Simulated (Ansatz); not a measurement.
PbF$_{2}$:
```
CELL_PARAMETERS angstrom
      0.00000     3.00034     3.00034
      3.00034     0.00000     3.00034
      3.00034     3.00034     0.00000
ATOMIC_POSITIONS crystal
  Pb 0.00000 0.00000 0.00000
  F  0.25000 0.25000 0.25000
  F  0.75000 0.75000 0.75000
```

Relaxed with PBE.

Q: Give the optical modes at the zone centre with their infrared and Raman activity from DFPT, the program Ansatz at the PBE level (PAW).

A: Transverse frequencies, without the LO–TO term; a row sums one degenerate level.

| ω (cm⁻¹) | degeneracy | IR ((D/Å)²/amu) | Raman (Å⁴/amu) | activity | symmetry |
|---|---|---|---|---|---|
| 94 | 3 | 21.64 | 0 | IR | T1u |
| 236 | 3 | 0.00 | 17 | Raman | T2g |

Q: How high does the top mode go among those that the LO–TO term moves?

A: 309 cm⁻¹ for q along x.

Space group Fm-3m (fluorite). The PBE relaxation kept the symmetry of its start; phonons on a q-mesh show no instability. Spin–orbit coupling is left out wherever it is not named.

Potentials: the later of the program's two PAW sets.
